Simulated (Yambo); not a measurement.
GaSb (zinc blende, space group F-43m, No. 216), G0W0@PBE (Yambo, plasmon pole, terminator in G, 4×4×4 mesh): gap Γ → Γ in eV by bands and screening block.

```json
[
 {"bands (W and G)": "55", "3 Ry": "0.88", "6 Ry": "0.90", "9 Ry": "0.89", "12 Ry": "0.89", "15 Ry": "0.88"},
 {"bands (W and G)": "93", "3 Ry": "0.84", "6 Ry": "(withheld)", "9 Ry": "0.84", "12 Ry": "0.83", "15 Ry": "0.83"},
 {"bands (W and G)": "140", "3 Ry": "0.83", "6 Ry": "0.82", "9 Ry": "0.81", "12 Ry": "0.80", "15 Ry": "0.80"},
 {"bands (W and G)": "199", "3 Ry": "0.82", "6 Ry": "0.80", "9 Ry": "0.79", "12 Ry": "0.78", "15 Ry": "0.78"},
 {"bands (W and G)": "259", "3 Ry": "0.81", "6 Ry": "0.79", "9 Ry": "0.78", "12 Ry": "(withheld)", "15 Ry": "(withheld)"}
]
```

Question: Estimate the withheld gaps from their neighbours; the computed values follow.

Answer: 
- 93, 6 Ry: 0.85
- 259, 12 Ry: 0.77
- 259, 15 Ry: 0.76

The largest settings aren't shown to be the converged limit.

Spin-orbit coupling is not included.

Geometry relaxed with PBEsol; primitive cell a = 4.323 Å, b = 4.323 Å, c = 4.323 Å, α = 60.00°, β = 60.00°, γ = 60.00°.

The potentials are those of PseudoDojo's stringent table.
